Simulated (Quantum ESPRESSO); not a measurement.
**Band energies of K$_{2}$Te at -0.7 % isotropic strain**

```xyz
3
Lattice="0.0000 4.0163 4.0163 4.0163 0.0000 4.0163 4.0163 4.0163 0.0000" Properties=species:S:1:pos:R:3 pbc="T T T"
K      6.0244     6.0244     6.0244
K      2.0081     2.0081     2.0081
Te     8.0326     8.0326     8.0326
```

PBEsol (Quantum ESPRESSO, PseudoDojo norm-conserving, 82 Ry, no spin-orbit coupling); path ΓXWKΓLUWLK,UX; energies in eV from the valence-band maximum.

```csv
k (1/Å),point,band 13,band 14,band 15,band 16,band 17,band 18,band 19,band 20
0.00,Γ,-12.76,-8.59,-0.07,-0.07,-0.07,2.21,4.97,4.97
0.34,,-12.76,-8.51,-0.50,-0.05,-0.05,3.25,4.55,5.28
0.78,X,-12.73,-8.39,-0.83,-0.01,-0.01,3.07,4.35,6.04
1.17,W,-12.74,-8.39,-0.46,-0.46,-0.04,3.38,5.13,5.13
1.31,,-12.73,-8.39,-0.59,-0.33,-0.03,3.38,4.81,5.52
1.45,K,-12.73,-8.40,-0.63,-0.29,0.00,3.37,4.67,5.88
1.76,,-12.75,-8.45,-0.58,-0.21,-0.01,3.91,4.62,5.02
2.07,,-12.76,-8.56,-0.29,-0.07,-0.06,2.69,4.91,5.00
2.28,Γ,-12.76,-8.59,-0.07,-0.07,-0.07,2.21,4.97,4.97
2.51,,-12.77,-8.55,-0.33,-0.06,-0.06,2.76,4.96,4.96
2.96,L,-12.83,-8.44,-0.76,0.00,0.00,4.09,4.66,5.02
3.34,,-12.74,-8.40,-0.58,-0.33,0.00,3.52,4.73,5.61
3.44,U,-12.73,-8.40,-0.63,-0.29,0.00,3.37,4.67,5.88
3.71,W,-12.74,-8.39,-0.46,-0.46,-0.04,3.38,5.13,5.13
4.08,,-12.78,-8.43,-0.69,-0.13,0.00,4.09,4.38,5.17
4.27,L,-12.83,-8.44,-0.76,0.00,0.00,4.09,4.66,5.02
4.43,,-12.78,-8.43,-0.71,-0.10,0.00,4.18,4.32,5.13
4.74,K,-12.73,-8.40,-0.63,-0.29,0.00,3.37,4.67,5.88
4.74,U,-12.73,-8.40,-0.63,-0.29,0.00,3.37,4.67,5.88
5.02,X,-12.73,-8.39,-0.83,-0.01,-0.01,3.07,4.35,6.04
```

The PBEsol gap is indirect, 2.21 eV, from 13 % of the way from K to Γ to Γ; the smallest direct gap is 2.29 eV. Another valence extremum on the path lies within 0.02 eV, too close to call.

Without spin-orbit coupling, band edges of such heavy elements can be off by tenths of an eV.

Geometry strained from the cell relaxed with PBEsol, atoms relaxed again.
